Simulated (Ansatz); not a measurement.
SrCl2 (fluorite, Fm-3m), plane-wave PAW LDA (Ansatz code). The conduction-band minimum lies at X, with 3 equivalent valleys. Second derivatives d²E/dk² of the lowest band at one valley (eV·Å²), along Cartesian directions:

```json
[
 {"direction": "[100]", "d²E/dk²": "8.339"},
 {"direction": "[010]", "d²E/dk²": "12.83"},
 {"direction": "[001]", "d²E/dk²": "12.83"},
 {"direction": "[110]", "d²E/dk²": "10.58"},
 {"direction": "[101]", "d²E/dk²": "10.58"},
 {"direction": "[011]", "d²E/dk²": "12.82"}
]
```

**Question.** Find the principal effective masses, the density-of-states mass and the conductivity mass.

**Answer.** Off-diagonal terms follow from H_xy = H[110] − (H_xx + H_yy)/2, and m*/mₑ = 7.620 eV·Å² over each eigenvalue: 0.59, 0.59, 0.91. One valley's DOS mass (m₁m₂m₃)^(1/3) = 0.69, conductivity mass 3/(Σ 1/mᵢ) = 0.67 mₑ.

**Question.** What effective density of states Nc follows at 300 K for parabolic valleys?

**Answer.** Nc = 2.509e19 × 3 × (0.69)^(3/2) ≈ 4.3e19 cm⁻³.

**Question.** With the computed static dielectric constant 7.23 (mean of the diagonal), estimate a hydrogenic donor's binding energy and radius.

**Answer.** E = 13.606 eV × 0.67/7.23² ≈ 170 meV; a = 0.529 Å × ε/m* ≈ 5.7 Å. Semilocal masses tend to be too small where the gap is.

The LDA relaxation kept the symmetry of its start; phonons on a q-mesh show no instability. Scalar-relativistic: spin–orbit coupling is off unless named, which matters more the heavier the elements.

Potentials: the later of the program's two PAW sets.
